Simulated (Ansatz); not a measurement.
Geometry optimisation in Ansatz: input, command and trajectory.

```yaml
crystal:
  lattice:
    - [0.0, 2.6908946369, 2.6908946369]
    - [2.6908946369, 0.0, 2.6908946369]
    - [2.6908946369, 2.6908946369, 0.0]
  atoms:
    - { symbol: Mn, position: [0.0, 0.0, 0.0], spin: 4.6 }
    - { symbol: Se, position: [0.5, 0.5, 0.5], spin: 0.11 }
basis:
  ecutwfc: 420
kpoints:
  mp_grid: { grid: [14, 14, 14] }
hamiltonian:
  xc: pbesol
scf:
  occupations: { method: gaussian, width: 0.1 }
output:
  forces: true
  stress: true
  eigenvalues: true
  populations: true
magnetization:
  spin_polarized: true
relax:
  adjacent_minimum: "off"
  f_tol: 0.005
  max_steps: 50
  cell: { stress_tol: 0.05 }
```

```bash
ansatz run input.yaml --threads 1 --pin off --max-ram 2560MiB --backend cpu --events-out ev --progress --plain --runs-dir out
```

Theory: Ansatz, DFT PBEsol, scalar-relativistic, plane waves, PAW.

Of 5 frames 5 are shown, positions in Å and forces in eV/Å; the SCF threshold varies from step to step. Steps run on the plane waves of an earlier cell, with a Pulay correction in the pressure. The basis is chosen afresh for the last frame, the zero of the energies, and at times for earlier ones too; energy and pressure step there, also at an unchanged geometry.

```xyz
2
Lattice="0.0000 2.6909 2.6909 2.6909 0.0000 2.6909 2.6909 2.6909 0.0000" Properties=species:S:1:pos:R:3:forces:R:3 pbc="T T T" step=1 free_energy_over_end_meV_per_atom=21.41 pressure_GPa=-4.21
Mn    0.0000    0.0000    0.0000    0.0000    0.0000    0.0000
Se    2.6909    2.6909    2.6909    0.0000    0.0000    0.0000
2
Lattice="0.0000 2.6294 2.6294 2.6294 0.0000 2.6294 2.6294 2.6294 0.0000" Properties=species:S:1:pos:R:3:forces:R:3 pbc="T T T" step=2 free_energy_over_end_meV_per_atom=-0.09 pressure_GPa=-0.50
Mn    0.0000    0.0000    0.0000    0.0000    0.0000    0.0000
Se    2.6294    2.6294    2.6294    0.0000    0.0000    0.0000
2
Lattice="0.0000 2.6216 2.6216 2.6216 0.0000 2.6216 2.6216 2.6216 0.0000" Properties=species:S:1:pos:R:3:forces:R:3 pbc="T T T" step=3 free_energy_over_end_meV_per_atom=-0.32 pressure_GPa=0.12
Mn    0.0000    0.0000    0.0000    0.0000    0.0000    0.0000
Se    2.6216    2.6216    2.6216    0.0000    0.0000    0.0000
2
Lattice="0.0000 2.6231 2.6231 2.6231 0.0000 2.6231 2.6231 2.6231 0.0000" Properties=species:S:1:pos:R:3:forces:R:3 pbc="T T T" step=4 free_energy_over_end_meV_per_atom=-0.32 pressure_GPa=0.00
Mn    0.0000    0.0000    0.0000    0.0000    0.0000    0.0000
Se    2.6231    2.6231    2.6231    0.0000    0.0000    0.0000
2
Lattice="0.0000 2.6231 2.6231 2.6231 0.0000 2.6231 2.6231 2.6231 0.0000" Properties=species:S:1:pos:R:3:forces:R:3 pbc="T T T" step=5 free_energy_over_end_meV_per_atom=0.00 pressure_GPa=0.00
Mn    0.0000    0.0000    0.0000    0.0000    0.0000    0.0000
Se    2.6231    2.6231    2.6231    0.0000    0.0000    0.0000
```

Time: 64 s on 1 thread of Arm Neoverse V1 (shared host), peak memory 0.49 GiB.

The cell holds one magnetic atom, so it can only be ferromagnetic; an antiferromagnetic order may lie lower.